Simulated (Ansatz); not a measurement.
CoGe (rock salt, space group No. 225), PBEsol (plane waves, PAW; program Ansatz), all energies at zero smearing, with the estimated change up to a 700 eV cutoff added, with one set of potentials and settings (totals compare only within such a set). Cell of 2 atoms (1 Ge, 1 Co): -9346.129 eV.

```tsv
element	reference phase	E (eV/atom)
Ge	Fd-3m, 2 atoms in the cell	-4253.4978
Co	P6_3/mmc, 2 atoms in the cell, spin-polarised	-5092.9959
```

Formation energy per atom, worked out: (-9346.129 − 1×(-4253.4978) − 1×(-5092.9959))/2 = 0.182 eV/atom (18 kJ per mol of atoms), at 0 K, without zero-point energy or fitted corrections.

Space group Fm-3m (rock salt). A made-up cell: these elements were put on the sites of a structure type; neither database checked (COD, Materials Project) lists it. Its standing as an ambient phase is unchecked. The PBEsol relaxation kept the symmetry of its start. At this level the phase is mechanically unstable. The workflow began spin-polarised and lost its moments. The references are the lowest solids computed at this level, not always the standard phases.

Potentials: the later of the program's two PAW sets.
